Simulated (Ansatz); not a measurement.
A plane-wave DFT run in Ansatz 0.2.0 (scalar-relativistic PAW potentials unless the input names others): input and command.

```yaml
crystal:
  lattice:
    - [-2.7753200823, 2.7753200823, 5.1593101121]
    - [2.7753200823, -2.7753200823, 5.1593101121]
    - [2.7753200823, 2.7753200823, -5.1593101121]
  atoms:
    - { symbol: Ba, position: [0.5, 0.5, 0.0] }
    - { symbol: Ba, position: [0.25, 0.75, 0.5] }
    - { symbol: Ba, position: [0.75, 0.25, 0.5] }
    - { symbol: Nb, position: [0.0, 0.0, 0.0] }
basis:
  ecutwfc: 420
kpoints:
  mp_grid: { grid: [12, 12, 12] }
hamiltonian:
  xc: pbe
scf:
  occupations: { method: gaussian, width: 0.1 }
  initial_density: { chi_scale: 0.3 }
output:
  forces: true
  eigenvalues: true
  stress: true
```

```bash
ansatz run input.yaml --threads 1 --pin off --max-ram 2560MiB --backend cpu --events-out ev --progress --plain --runs-dir out
```

Abridged log:
```
Basis set: ecut = 420 eV, 3097 PW (Γ), exchange–correlation on 90×90×90 points (8 copies of the dense FFT grid, shifted against one another)
Bands: 26, of which v1, the nominal top of the filled ones, is band 22 counted from 1 (21 counted from 0)
Symmetry: 16 space group operations
k-points: 163 of 1728
SCF iter   1: F=—  HF=-22422.907666 eV  |F-HF|=—  |Δ(HF+E_count)|=         —  Δρ=1.23e-1  dr2=9.44e1  ethr=3.10e-3  ⟨swp⟩=8.2  Hψ=23314  notcnv=0
SCF iter   2: F=—  HF=-22401.080380 eV  |F-HF|=—  |Δ(HF+E_count)|=    2.18e1  Δρ=7.22e-2  dr2=3.38e1  ethr=3.10e-3  ⟨swp⟩=6.3  Hψ=16730  notcnv=0  defer=21
SCF iter   3: F=—  HF=-22420.354875 eV  |F-HF|=—  |Δ(HF+E_count)|=    1.93e1  Δρ=2.06e-1  dr2=1.90e2  ethr=3.10e-3  ⟨swp⟩=8.7  Hψ=22719  notcnv=1  defer=21  recentre
SCF iter   4: F=—  HF=-22400.586452 eV  |F-HF|=—  |Δ(HF+E_count)|=    1.98e1  Δρ=7.11e-2  dr2=2.59e1  ethr=3.10e-3  ⟨swp⟩=11.4  Hψ=28690  notcnv=0  defer=37
SCF iter   5: F=—  HF=-22397.481259 eV  |F-HF|=—  |Δ(HF+E_count)|=    3.11e0  Δρ=1.28e-2  dr2=4.60e-1  ethr=3.10e-3  ⟨swp⟩=6.9  Hψ=15391  notcnv=1  defer=29
SCF iter   6: F=—  HF=-22397.463584 eV  |F-HF|=—  |Δ(HF+E_count)|=   1.77e-2  Δρ=1.80e-2  dr2=1.11e0  ethr=1.07e-3  ⟨swp⟩=4.4  Hψ=8069  notcnv=0  defer=24  recentre
SCF iter   7: F=—  HF=-22397.358029 eV  |F-HF|=—  |Δ(HF+E_count)|=   1.06e-1  Δρ=9.01e-3  dr2=2.69e-1  ethr=1.07e-3  ⟨swp⟩=2.8  Hψ=6222  notcnv=0  defer=9
SCF iter   8: F=—  HF=-22397.335452 eV  |F-HF|=—  |Δ(HF+E_count)|=   2.26e-2  Δρ=4.13e-3  dr2=1.18e-1  ethr=6.27e-4  ⟨swp⟩=3.9  Hψ=7988  notcnv=0  defer=11
SCF iter   9: F=—  HF=-22397.327824 eV  |F-HF|=—  |Δ(HF+E_count)|=   7.63e-3  Δρ=2.19e-3  dr2=3.34e-2  ethr=2.76e-4  ⟨swp⟩=1.4  Hψ=4552  notcnv=0  defer=2
SCF iter  10: F=—  HF=-22397.325777 eV  |F-HF|=—  |Δ(HF+E_count)|=   2.05e-3  Δρ=5.92e-4  dr2=1.82e-3  ethr=7.76e-5  ⟨swp⟩=2.1  Hψ=5349  notcnv=0  defer=1
SCF iter  11: F=—  HF=-22397.325718 eV  |F-HF|=—  |Δ(HF+E_count)|=   5.95e-5  Δρ=5.74e-5  dr2=1.13e-5  ethr=4.24e-6  ⟨swp⟩=2.1  Hψ=5844  notcnv=0
SCF iter  12: F=—  HF=-22397.325808 eV  |F-HF|=—  |Δ(HF+E_count)|=   9.03e-5  Δρ=6.24e-5  dr2=1.66e-5  ethr=2.62e-8  ⟨swp⟩=3.3  Hψ=8176  notcnv=0
SCF iter  13: F=—  HF=-22397.325806 eV  |F-HF|=—  |Δ(HF+E_count)|=   1.41e-6  Δρ=1.80e-5  dr2=1.46e-6  ethr=2.62e-8  ⟨swp⟩=2.0  Hψ=4746  notcnv=0
SCF iter  14: F=-22397.325806 eV  HF=-22397.325806 eV  |F-HF|=3.10e-8  |Δ(HF+E_count)|=   7.90e-8  Δρ=2.47e-6  dr2=3.94e-8  ethr=2.33e-10  ⟨swp⟩=12.1  Hψ=35311  notcnv=0
the search or the solves at the SCF's close seem to have found levels that the self-consistency loop had missed (the run counts 1). By its estimate they hold under 1e-12 electrons; where the run keeps them, the occupations were computed again with them
SCF 1 converged in 14 iterations: F = -22397.325806 eV  dr2 = 3.94e-8
SCF converged after 14 iterations
Free energy (F): -22397.325806 eV
Harris-Foulkes:  -22397.325806 eV  (|F-HF|=3.10e-8)
Internal energy: -22397.273321 eV  (E = F + TS)
E sigma→0 (E₀):  -22397.299564 eV
Entropy (-TS):   -0.052486 eV (-13.121 meV/atom)
Fermi energy:    9.211043 eV
--- Forces (eV/Å), atoms counted from 1 ---
  atom   1  Ba     0.00000000     0.00000000     0.00000000
  atom   2  Ba     0.00000000     0.00000000     0.00000000
  atom   3  Ba     0.00000000     0.00000000     0.00000000
  atom   4  Nb     0.00000000     0.00000000     0.00000000
--- Stress (GPa, compression-positive) ---
        0.001523       0.000000       0.000000
        0.000000       0.001523       0.000000
        0.000000       0.000000      -0.015801
  P = ⅓ Tr σ = -0.0043 GPa (-0.043 kbar)
```

Apart from outputs, empty bands and the relaxation, which only the reference makes, the input differs from a reference run on usual settings in scf.initial_density.chi_scale: not typed → 0.3. The reference, at the same geometry, ended its own course with pressure 0.00 GPa, largest force 0.000 eV/Å, no gap on the mesh. This run converged in 14 SCF iterations with an energy at zero smearing within 0.01 meV/atom of the reference's, pressure 0.00 GPa, largest force 0.000 eV/Å, no gap on the mesh.

It took 43 s on 1 thread of Intel(R) Xeon(R) 6975P-C (Granite Rapids), with other jobs on the host, peak memory 0.79 GiB.